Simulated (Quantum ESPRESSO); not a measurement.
# TaMo3W2AlTi: finding a planted mistake in a log

A calculation, not a measurement. The program is pw.x of Quantum ESPRESSO 7.5 (plane-wave density functional theory). The cell is made up: eight metal atoms on a hexagonal close-packed lattice, with elements, volume, strain and displacements drawn at random and not relaxed, so it may be unstable or far from any real phase. PseudoDojo standard norm-conserving files set the functional (PBE unless stated); there is no spin polarisation or spin-orbit coupling, the Fermi-Dirac width of 0.25 eV means electrons at about 2900 K, and the masses in the input are unused placeholders. The tin pseudopotential is less sure than most, with forces differing by about three percent from a second method on plain tin. Heavy elements are run without spin-orbit coupling, which real alloys of them have. A spin test at this wide smearing found no moment, but such smearing suppresses magnetism that the real alloy may have.

Intended input:

```
&control calculation='scf', pseudo_dir='./dojo.nc.sr.pbe.v0_5.standard.upf', outdir='./o', disk_io='minimal', tprnfor=.true., tstress=.true. /
&system ibrav=0, nat=8, ntyp=5, nbnd=66, ecutwfc=84.00895049, nosym=.true., tot_charge=0,
 occupations='smearing', smearing='fd', degauss=0.0183746611
/
&electrons conv_thr=1.470e-08, electron_maxstep=70, mixing_beta=0.5 /
ATOMIC_SPECIES
Al 1.0 Al.upf
Mo 1.0 Mo.upf
Ta 1.0 Ta.upf
Ti 1.0 Ti.upf
W 1.0 W.upf
CELL_PARAMETERS angstrom
-2.8156 0.0 0.0
0.0 0.0 -4.6346
0.0 -9.7535 0.0
ATOMIC_POSITIONS angstrom
Ta -0.0625 0.0153 -0.0112
Mo -0.0449 -4.8409 0.1149
Mo -0.0288 -3.3287 -2.3506
W 0.009 -8.1699 -2.2939
Al -1.4212 -2.4524 -0.0154
Mo -1.4332 -7.3331 -0.0442
W -1.3726 -0.8044 -2.3504
Ti -1.4529 -5.6964 -2.2859
K_POINTS automatic
8 5 3 1 1 1
```

The log is shortened where brackets say so; the opening notice, blank lines, dates and the lines on written files are dropped, and the path of the files is cut. It prints rydbergs, bohrs and kilobars, and counts compression as positive stress. Its total energy is the free energy E - TS of the whole cell.

Log of the intended run:

```
     Program PWSCF v.7.5
     Parallel version (MPI & OpenMP), running on       4 processor cores
     Number of MPI processes:                 4
     Threads/MPI process:                     1
     [start-up lines left out]
     bravais-lattice index     =            0
     lattice parameter (alat)  =       5.3207  a.u.
     unit-cell volume          =     858.8955 (a.u.)^3
     number of atoms/cell      =            8
     number of atomic types    =            5
     number of electrons       =        98.00
     number of Kohn-Sham states=           66
     kinetic-energy cutoff     =      84.0090  Ry
     charge density cutoff     =     336.0358  Ry
     scf convergence threshold =      1.5E-08
     mixing beta               =       0.5000
     number of iterations used =            8  plain     mixing
     Exchange-correlation= PBE
                           (   1   4   3   4   0   0   0)
     [axes and pseudopotential details left out]
   Cartesian axes
     site n.     atom                  positions (alat units)
         1        Ta     tau(   1) = (  -0.0221978   0.0054340  -0.0039778  )
         2        Mo     tau(   2) = (  -0.0159469  -1.7193138   0.0408084  )
         3        Mo     tau(   3) = (  -0.0102287  -1.1822347  -0.8348487  )
         4        W      tau(   4) = (   0.0031965  -2.9016551  -0.8147109  )
         5        Al     tau(   5) = (  -0.5047592  -0.8710044  -0.0054695  )
         6        Mo     tau(   6) = (  -0.5090212  -2.6044538  -0.0156983  )
         7        W      tau(   7) = (  -0.4874982  -0.2856940  -0.8347777  )
         8        Ti     tau(   8) = (  -0.5160179  -2.0231567  -0.8118696  )
     number of k points=    60  Fermi-Dirac smearing, width (Ry)=  0.0184
                       cart. coord. in units 2pi/alat
        k(    1) = (  -0.0625000  -0.0481126  -0.0607517), wk =   0.0333333
        k(    2) = (  -0.0625000   0.1443379  -0.0607517), wk =   0.0333333
     [further k points left out]
     Dense  grid:    89363 G-vectors     FFT dimensions: (  32,  54, 108)
     Estimated max dynamical RAM per process >     336.16 MB
     Estimated total dynamical RAM >       1.25 GB
     Initial potential from superposition of free atoms
     starting charge      97.9897, renormalised to      98.0000
     Starting wfcs are   74 randomized atomic wfcs
     total cpu time spent up to now is        5.9 secs
     per-process dynamical memory:   258.8 Mb
     Self-consistent Calculation
     iteration #  1     ecut=    84.01 Ry     beta= 0.50
     Davidson diagonalization with overlap
     ethr =  1.00E-02,  avg # of iterations =  2.4
     total cpu time spent up to now is       19.1 secs
     total energy              =    -977.12709980 Ry
     estimated scf accuracy    <       2.44178918 Ry
     iteration #  2     ecut=    84.01 Ry     beta= 0.50
     Davidson diagonalization with overlap
     ethr =  2.49E-03,  avg # of iterations =  7.0
     total cpu time spent up to now is       36.8 secs
     total energy              =    -974.05927093 Ry
     estimated scf accuracy    <      82.92347774 Ry
     [iterations 3 to 18 left out]
     iteration # 19     ecut=    84.01 Ry     beta= 0.50
     Davidson diagonalization with overlap
     ethr =  2.21E-10,  avg # of iterations =  2.8
     total cpu time spent up to now is      250.3 secs
     total energy              =    -978.53546471 Ry
     estimated scf accuracy    <       0.00000006 Ry
     iteration # 20     ecut=    84.01 Ry     beta= 0.50
     Davidson diagonalization with overlap
     ethr =  6.47E-11,  avg # of iterations =  2.7
     total cpu time spent up to now is      262.0 secs
     End of self-consistent calculation
     [lines on levels left out]
!    total energy              =    -978.53546472 Ry
     estimated scf accuracy    <          2.3E-09 Ry
     smearing contrib. (-TS)   =      -0.13896191 Ry
     internal energy E=F+TS    =    -978.39650281 Ry
     The total energy is F=E-TS. E is the sum of the following terms:
     one-electron contribution =    -230.78690379 Ry
     hartree contribution      =     167.60594798 Ry
     xc contribution           =    -177.71019209 Ry
     ewald contribution        =    -737.50535491 Ry
     convergence has been achieved in  20 iterations
     Forces acting on atoms (cartesian axes, Ry/au):
     atom    1 type  3   force =    -0.00063338   -0.02995805   -0.00041392
     atom    2 type  2   force =     0.00056308    0.00738391   -0.02824167
     atom    3 type  2   force =     0.00267362    0.03015703    0.01832518
     atom    4 type  5   force =     0.00514197    0.01209981   -0.02906912
     atom    5 type  1   force =    -0.00507299   -0.01329094   -0.01035712
     atom    6 type  2   force =     0.00173426    0.04672456    0.02746791
     atom    7 type  5   force =    -0.00446146   -0.04004633    0.00754032
     atom    8 type  4   force =     0.00005490   -0.01307000    0.01474842
     Total force =     0.096643     Total SCF correction =     0.000243
     Computing stress (Cartesian axis) and pressure
          total   stress  (Ry/bohr**3)                   (kbar)     P=       92.56
   0.00056582   0.00005446   0.00000055           83.24        8.01        0.08
   0.00005446   0.00061350   0.00000201            8.01       90.25        0.30
   0.00000055   0.00000201   0.00070831            0.08        0.30      104.20
     init_run     :      5.54s CPU      5.80s WALL (       1 calls)
     electrons    :    254.81s CPU    256.16s WALL (       1 calls)
     forces       :      1.95s CPU      1.98s WALL (       1 calls)
     stress       :      6.74s CPU      6.80s WALL (       1 calls)
     [timing details left out]
     PWSCF        :   4m29.18s CPU   4m30.89s WALL
     JOB DONE.
```

A second run was made from an input with one planted mistake. Its log:

```
     Program PWSCF v.7.5
     Parallel version (MPI & OpenMP), running on       4 processor cores
     Number of MPI processes:                 4
     Threads/MPI process:                     1
     [start-up lines left out]
     bravais-lattice index     =            0
     lattice parameter (alat)  =       5.3207  a.u.
     unit-cell volume          =     858.8955 (a.u.)^3
     number of atoms/cell      =            8
     number of atomic types    =            6
     number of electrons       =        98.00
     number of Kohn-Sham states=           66
     kinetic-energy cutoff     =      84.0090  Ry
     charge density cutoff     =     336.0358  Ry
     scf convergence threshold =      1.5E-08
     mixing beta               =       0.5000
     number of iterations used =            8  plain     mixing
     Exchange-correlation= PBE
                           (   1   4   3   4   0   0   0)
     [axes and pseudopotential details left out]
   Cartesian axes
     site n.     atom                  positions (alat units)
         1        Ta     tau(   1) = (  -0.0221978   0.0054340  -0.0039778  )
         2        Sn     tau(   2) = (  -0.0159469  -1.7193138   0.0408084  )
         3        Mo     tau(   3) = (  -0.0102287  -1.1822347  -0.8348487  )
         4        W      tau(   4) = (   0.0031965  -2.9016551  -0.8147109  )
         5        Al     tau(   5) = (  -0.5047592  -0.8710044  -0.0054695  )
         6        Mo     tau(   6) = (  -0.5090212  -2.6044538  -0.0156983  )
         7        W      tau(   7) = (  -0.4874982  -0.2856940  -0.8347777  )
         8        Ti     tau(   8) = (  -0.5160179  -2.0231567  -0.8118696  )
     number of k points=    60  Fermi-Dirac smearing, width (Ry)=  0.0184
                       cart. coord. in units 2pi/alat
        k(    1) = (  -0.0625000  -0.0481126  -0.0607517), wk =   0.0333333
        k(    2) = (  -0.0625000   0.1443379  -0.0607517), wk =   0.0333333
     [further k points left out]
     Dense  grid:    89363 G-vectors     FFT dimensions: (  32,  54, 108)
     Estimated max dynamical RAM per process >     342.42 MB
     Estimated total dynamical RAM >       1.27 GB
     Initial potential from superposition of free atoms
     starting charge      97.9896, renormalised to      98.0000
     Starting wfcs are   73 randomized atomic wfcs
     total cpu time spent up to now is        6.0 secs
     per-process dynamical memory:   260.7 Mb
     Self-consistent Calculation
     iteration #  1     ecut=    84.01 Ry     beta= 0.50
     Davidson diagonalization with overlap
     ethr =  1.00E-02,  avg # of iterations =  2.5
     total cpu time spent up to now is       19.2 secs
     total energy              =    -994.39523273 Ry
     estimated scf accuracy    <       2.03592305 Ry
     iteration #  2     ecut=    84.01 Ry     beta= 0.50
     Davidson diagonalization with overlap
     ethr =  2.08E-03,  avg # of iterations =  5.5
     total cpu time spent up to now is       36.6 secs
     total energy              =    -992.19748067 Ry
     estimated scf accuracy    <      52.95453837 Ry
     [iterations 3 to 17 left out]
     iteration # 18     ecut=    84.01 Ry     beta= 0.50
     Davidson diagonalization with overlap
     ethr =  2.76E-11,  avg # of iterations =  2.0
     total cpu time spent up to now is      234.3 secs
     total energy              =    -995.57390457 Ry
     estimated scf accuracy    <       0.00000002 Ry
     iteration # 19     ecut=    84.01 Ry     beta= 0.50
     Davidson diagonalization with overlap
     ethr =  2.29E-11,  avg # of iterations =  1.0
     total cpu time spent up to now is      244.5 secs
     End of self-consistent calculation
     [lines on levels left out]
!    total energy              =    -995.57390457 Ry
     estimated scf accuracy    <          1.2E-09 Ry
     smearing contrib. (-TS)   =      -0.11659100 Ry
     internal energy E=F+TS    =    -995.45731357 Ry
     The total energy is F=E-TS. E is the sum of the following terms:
     one-electron contribution =    -229.73519396 Ry
     hartree contribution      =     173.35288788 Ry
     xc contribution           =    -201.56965258 Ry
     ewald contribution        =    -737.50535491 Ry
     convergence has been achieved in  19 iterations
     Forces acting on atoms (cartesian axes, Ry/au):
     atom    1 type  4   force =    -0.00165510   -0.04226370    0.00140826
     atom    2 type  3   force =     0.00222382   -0.04775965   -0.06547278
     atom    3 type  2   force =     0.00122058    0.07907361    0.04636292
     atom    4 type  6   force =     0.00563581   -0.00205988   -0.02454342
     atom    5 type  1   force =    -0.00561081    0.03166133   -0.00857557
     atom    6 type  2   force =     0.00080653    0.03423002    0.02076748
     atom    7 type  6   force =    -0.00392435   -0.03022387    0.00812878
     atom    8 type  5   force =     0.00130352   -0.02265787    0.02192433
     Total force =     0.148686     Total SCF correction =     0.000159
     Computing stress (Cartesian axis) and pressure
          total   stress  (Ry/bohr**3)                   (kbar)     P=      169.39
   0.00128636   0.00005311  -0.00000155          189.23        7.81       -0.23
   0.00005311   0.00118089   0.00006729            7.81      173.71        9.90
  -0.00000155   0.00006729   0.00098726           -0.23        9.90      145.23
     init_run     :      5.66s CPU      5.86s WALL (       1 calls)
     electrons    :    237.19s CPU    238.60s WALL (       1 calls)
     forces       :      1.98s CPU      2.00s WALL (       1 calls)
     stress       :      6.79s CPU      6.80s WALL (       1 calls)
     [timing details left out]
     PWSCF        :   4m11.76s CPU   4m13.42s WALL
     JOB DONE.
```

Question: the log repeats what the program read. Compare it with the intended run: what was wrong in the second input?

Answer: one atom is of a wrong element. The input lines that differ:

```
- &system ibrav=0, nat=8, ntyp=5, nbnd=66, ecutwfc=84.00895049, nosym=.true., tot_charge=0,
+ &system ibrav=0, nat=8, ntyp=6, nbnd=66, ecutwfc=84.00895049, nosym=.true., tot_charge=0,
+ Sn 1.0 Sn.upf
- Mo -0.0449 -4.8409 0.1149
+ Sn -0.0449 -4.8409 0.1149
```

|  | intended run | run with the mistake |
| --- | --- | --- |
| free energy (eV) | -13313.653 | -13545.473 |
| entropy term -TS, part of it (eV) | -1.891 | -1.586 |
| pressure (GPa) | 9.26 | 16.94 |
| size of the largest force component (eV/Å) | 1.201 | 2.033 |
| largest change of a force component (eV/Å) |  | 1.418 |
| iterations | 20 | 19 |

For scale, a rerun of the intended cell at a higher cutoff and on a denser mesh moved values by no more than 0.006 eV in energy, 0.11 GPa in stress and 0.009 eV/Å in force, and a second program with other atomic files agreed on that cell to 2 % rms in force and 0.5 GPa in pressure. Files of another functional or element have another zero of energy, so the energy change says nothing on stability.